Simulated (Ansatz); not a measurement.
Geometry optimisation in Ansatz: input, command and trajectory.

```yaml
crystal:
  lattice:
    - [3.462916016, 0.0309337799, 0.0051786587]
    - [0.0937497196, 10.3105587177, -0.1144289548]
    - [-0.8536573823, -0.1053866986, 8.7006576084]
  atoms:
    - { symbol: Zn, position: [0.025766657, 0.4659391987, 0.0183170686] }
    - { symbol: Zn, position: [-0.0183922614, -0.0038242281, 0.4944820374] }
    - { symbol: H, position: [0.1520117041, 0.6439298858, 0.5717017447] }
    - { symbol: H, position: [0.8281666181, 0.118710567, 0.9245477765] }
    - { symbol: H, position: [0.8257768571, 0.3817985234, 0.4516928235] }
    - { symbol: H, position: [0.1933713395, 0.8639305463, 0.0515604749] }
    - { symbol: H, position: [0.5375549053, 0.1803177243, 0.3899654983] }
    - { symbol: H, position: [0.5441955155, 0.3204026151, 0.8924190094] }
    - { symbol: H, position: [0.461351025, 0.8309663754, 0.6013034912] }
    - { symbol: H, position: [0.5600827227, 0.2124862264, 0.5745449266] }
    - { symbol: H, position: [0.5727491705, 0.2729942921, 0.0843773268] }
    - { symbol: H, position: [0.4371780858, 0.7934900371, 0.4134416852] }
    - { symbol: C, position: [0.1265635147, 0.5857844832, 0.3236831409] }
    - { symbol: C, position: [0.8426950412, 0.0767452179, 0.1722418048] }
    - { symbol: C, position: [0.8511070237, 0.4299449314, 0.6981024376] }
    - { symbol: C, position: [0.1732582692, 0.9171528509, 0.8059364475] }
    - { symbol: C, position: [0.0654202548, 0.5664241093, 0.4890734863] }
    - { symbol: C, position: [0.9187872959, 0.0480396953, 0.0119868609] }
    - { symbol: C, position: [0.9115722634, 0.4576325065, 0.5363341897] }
    - { symbol: C, position: [0.0994690969, 0.9387551221, 0.9695034083] }
    - { symbol: O, position: [0.2952409474, 0.6837190515, 0.2846234118] }
    - { symbol: O, position: [0.6696701563, 0.1841492276, 0.204113986] }
    - { symbol: O, position: [0.678367021, 0.3255118753, 0.7220375658] }
    - { symbol: O, position: [0.3446060141, 0.8144421742, 0.7677821537] }
    - { symbol: O, position: [-0.0019007581, 0.4932924197, 0.2306869834] }
    - { symbol: O, position: [0.9547154459, 0.9929669604, 0.2704514979] }
    - { symbol: O, position: [0.9774416742, 0.5115867567, 0.8036618347] }
    - { symbol: O, position: [0.0555631894, 0.0098963244, 0.7165151716] }
    - { symbol: O, position: [0.5077584836, 0.1441392011, 0.4928043982] }
    - { symbol: O, position: [0.5145782609, 0.3492564205, 1.0032494175] }
    - { symbol: O, position: [0.4964240787, 0.8645094172, 0.4937860387] }
basis:
  ecutwfc: 420
kpoints:
  mp_grid: { grid: [6, 2, 4] }
hamiltonian:
  xc: pbe
  dispersion: d3bj
scf:
  occupations: { method: gaussian, width: 0.02 }
output:
  forces: true
  stress: true
  eigenvalues: true
relax:
  adjacent_minimum: "off"
  f_tol: 0.04
  max_steps: 60
  cell: { stress_tol: 0.2 }
```

```bash
ansatz run input.yaml --threads 8 --pin off --max-ram 16384MiB --backend cpu --events-out ev --progress --plain --runs-dir out
```

Level of theory: DFT PBE+D3(BJ), scalar-relativistic, plane waves, PAW (Ansatz 0.2.0).

Of 3 frames 3 are shown, positions in Å and forces in eV/Å; the SCF threshold varies from step to step. Steps run on the plane waves of an earlier cell, with a Pulay correction in the pressure. The basis is chosen afresh for the last frame, the zero of the energies, and can be on the way; energy and pressure step there, also at an unchanged geometry.

```xyz
31
Lattice="3.4629 0.0309 0.0052 0.0938 10.3106 -0.1144 -0.8537 -0.1054 8.7007" Properties=species:S:1:pos:R:3:forces:R:3 pbc="T T T" step=1 free_energy_over_end_meV_per_atom=0.07 pressure_GPa=0.06
Zn    0.1173    4.8030    0.1062   -0.0240   -0.0040   -0.0100
Zn   -0.4862   -0.0921    4.3027   -0.0260   -0.0060   -0.0060
H     0.0987    6.5837    4.9013   -0.0010   -0.0120    0.0040
H     2.0898    1.1522    8.0349    0.0040   -0.0060    0.0050
H     2.5098    3.9145    3.8906   -0.0070   -0.0110   -0.0030
H     0.7066    8.9082    0.3508   -0.0020   -0.0020   -0.0030
H     1.5455    1.8347    3.3751   -0.0060    0.0330   -0.0020
H     1.1527    3.2263    7.7308    0.0100    0.0210    0.0300
H     1.1622    8.5186    5.1390    0.0060   -0.0130    0.0180
H     1.4690    2.1476    4.9775    0.0030    0.0070   -0.0080
H     1.9369    2.8235    0.7059    0.0050    0.0060   -0.0050
H     1.2354    8.1513    3.5087   -0.0040    0.0010   -0.0150
C     0.2169    6.0096    2.7499    0.0130    0.0050    0.0080
C     2.7783    0.7992    1.4942    0.0040   -0.0150    0.0010
C     2.3917    4.3857    6.0292    0.0030   -0.0040    0.0080
C    -0.0020    9.3768    6.9081    0.0180   -0.0160    0.0110
C    -0.1379    5.7906    4.1908    0.0000    0.0070   -0.0050
C     3.1760    0.5225    0.1036   -0.0040    0.0250    0.0020
C     2.7418    4.6901    4.6188    0.0090    0.0170    0.0030
C    -0.3952    9.5800    8.3284   -0.0040   -0.0060   -0.0060
O     0.8435    7.0287    2.3997   -0.0110   -0.0050    0.0200
O     2.1620    1.8979    1.7583    0.0010   -0.0170    0.0070
O     1.7633    3.3011    6.2485    0.0060   -0.0090   -0.0120
O     0.6143    8.3271    6.5888   -0.0050    0.0100   -0.0220
O    -0.1573    5.0617    1.9507   -0.0090   -0.0110   -0.0050
O     3.1683   10.2391    2.2444    0.0100    0.0060   -0.0170
O     2.7467    5.2203    6.9389   -0.0090    0.0010    0.0000
O    -0.4183    0.0282    6.2333    0.0070    0.0000    0.0100
O     1.3512    1.4499    4.2739   -0.0190    0.0190    0.0080
O     0.9583    3.5112    8.6916    0.0200   -0.0090   -0.0170
O     1.3786    8.8769    4.1999    0.0130   -0.0100    0.0010
31
Lattice="3.4768 0.0316 0.0032 0.0962 10.3006 -0.1263 -0.8619 -0.1155 8.6994" Properties=species:S:1:pos:R:3:forces:R:3 pbc="T T T" step=2 free_energy_over_end_meV_per_atom=0.12 pressure_GPa=0.01
Zn    0.1187    4.7937    0.1034   -0.0120    0.0060   -0.0040
Zn   -0.4945   -0.0945    4.2991   -0.0320   -0.0080   -0.0090
H     0.0995    6.5662    4.9008    0.0000   -0.0010    0.0030
H     2.0990    1.1453    8.0303    0.0030   -0.0010    0.0010
H     2.5171    3.9015    3.8857   -0.0020   -0.0040    0.0010
H     0.7081    8.8974    0.3337    0.0010    0.0000   -0.0010
H     1.5451    1.8381    3.3683   -0.0030    0.0030    0.0120
H     1.1587    3.2180    7.7266   -0.0070    0.0030    0.0170
H     1.1687    8.5088    5.1260   -0.0070   -0.0060    0.0040
H     1.4697    2.1434    4.9713    0.0040    0.0140    0.0000
H     1.9474    2.8214    0.7012    0.0020    0.0020   -0.0020
H     1.2366    8.1428    3.4960   -0.0020   -0.0100   -0.0020
C     0.2165    5.9944    2.7484   -0.0050    0.0130    0.0050
C     2.7889    0.7970    1.4890    0.0010    0.0050    0.0100
C     2.4002    4.3721    6.0243   -0.0080    0.0020   -0.0050
C    -0.0008    9.3623    6.8922   -0.0140   -0.0240   -0.0020
C    -0.1397    5.7754    4.1889    0.0120    0.0000   -0.0010
C     3.1912    0.5240    0.0990    0.0010    0.0060    0.0020
C     2.7516    4.6764    4.6142    0.0000    0.0060   -0.0050
C    -0.3987    9.5616    8.3117    0.0000    0.0020   -0.0030
O     0.8419    7.0141    2.3981   -0.0010   -0.0080    0.0060
O     2.1701    1.8942    1.7533    0.0010   -0.0100   -0.0090
O     1.7700    3.2885    6.2432    0.0060   -0.0050    0.0020
O     0.6162    8.3136    6.5715    0.0070    0.0090   -0.0040
O    -0.1583    5.0477    1.9481   -0.0030   -0.0140    0.0050
O     3.1812   10.2267    2.2269    0.0100   -0.0100   -0.0020
O     2.7540    5.2065    6.9345    0.0040    0.0020    0.0090
O    -0.4215    0.0239    6.2303    0.0120    0.0100   -0.0020
O     1.3505    1.4486    4.2652   -0.0120    0.0120   -0.0010
O     0.9601    3.5001    8.6871    0.0190   -0.0020   -0.0210
O     1.3813    8.8687    4.1865    0.0260    0.0050   -0.0060
31
Lattice="3.4768 0.0316 0.0032 0.0962 10.3006 -0.1263 -0.8619 -0.1155 8.6994" Properties=species:S:1:pos:R:3:forces:R:3 pbc="T T T" step=3 free_energy_over_end_meV_per_atom=0.00 pressure_GPa=0.03
Zn    0.1187    4.7937    0.1034   -0.0120    0.0060   -0.0040
Zn   -0.4945   -0.0945    4.2991   -0.0320   -0.0080   -0.0090
H     0.0995    6.5662    4.9008    0.0000   -0.0010    0.0030
H     2.0990    1.1453    8.0303    0.0030   -0.0010    0.0010
H     2.5171    3.9015    3.8857   -0.0020   -0.0040    0.0010
H     0.7081    8.8974    0.3337    0.0020    0.0010   -0.0010
H     1.5451    1.8381    3.3683   -0.0030    0.0030    0.0120
H     1.1587    3.2180    7.7266   -0.0070    0.0030    0.0170
H     1.1687    8.5088    5.1260   -0.0070   -0.0060    0.0040
H     1.4697    2.1434    4.9713    0.0040    0.0140    0.0000
H     1.9474    2.8214    0.7012    0.0020    0.0020   -0.0020
H     1.2366    8.1428    3.4960   -0.0020   -0.0100   -0.0020
C     0.2165    5.9944    2.7484   -0.0050    0.0130    0.0050
C     2.7889    0.7970    1.4890    0.0000    0.0050    0.0100
C     2.4002    4.3721    6.0243   -0.0080    0.0020   -0.0050
C    -0.0008    9.3623    6.8922   -0.0140   -0.0240   -0.0020
C    -0.1397    5.7754    4.1889    0.0110    0.0000   -0.0010
C     3.1912    0.5240    0.0990    0.0010    0.0070    0.0020
C     2.7516    4.6764    4.6142    0.0000    0.0060   -0.0050
C    -0.3987    9.5616    8.3117   -0.0010    0.0020   -0.0030
O     0.8419    7.0141    2.3981   -0.0020   -0.0090    0.0060
O     2.1701    1.8942    1.7533    0.0010   -0.0100   -0.0090
O     1.7700    3.2885    6.2432    0.0060   -0.0050    0.0020
O     0.6162    8.3136    6.5715    0.0070    0.0090   -0.0040
O    -0.1583    5.0477    1.9481   -0.0030   -0.0140    0.0050
O     3.1812   10.2267    2.2269    0.0100   -0.0100   -0.0020
O     2.7540    5.2065    6.9345    0.0040    0.0020    0.0090
O    -0.4215    0.0239    6.2303    0.0120    0.0100   -0.0020
O     1.3505    1.4486    4.2652   -0.0120    0.0120   -0.0010
O     0.9601    3.5001    8.6871    0.0190   -0.0020   -0.0210
O     1.3813    8.8687    4.1865    0.0260    0.0050   -0.0060
```

It took 44 s on 8 threads of Arm Neoverse V2, with other jobs on the host, peak memory 1.8 GiB.